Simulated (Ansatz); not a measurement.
ZnSe (zinc blende): values from a third-order Birch-Murnaghan fit to a volume scan beside measured ones. Computed values: r2SCAN (plane waves to 500 eV, PAW, scalar-relativistic; Ansatz, a first-principles code). ZnSe was relaxed with its symmetry unable to fall.

| quantity | reference | kind |
|---|---|---|
| Lattice constant a (Å) | 5.6676 | measured, room temperature or unstated |
| Bulk modulus B₀ (GPa) | 62.4 | measured, room temperature or unstated |

References as given in: Martin Albrecht, Beate Paulus, Hermann Stoll, Physical review. B, Condensed matter (1997), arXiv:cond-mat/9706128; Cormac Toher, Corey Oses, Jose J. Plata et al., Physical Review Materials (2017), arXiv:1611.05714. Values not taken to low temperature hold thermal and zero-point shifts that a static calculation lacks, so small differences there are no errors of the method.

Task: What does r2SCAN give, and how far is that from the reference?

Result: 
```
quantity                r2SCAN  difference
----------------------  ------  ----------
Lattice constant a (Å)   5.665      +0.0 %
Bulk modulus B₀ (GPa)     65.3      +4.6 %
```



(Under strain, the slope of the energy per volume gives the stress and its curvature an elastic modulus.)
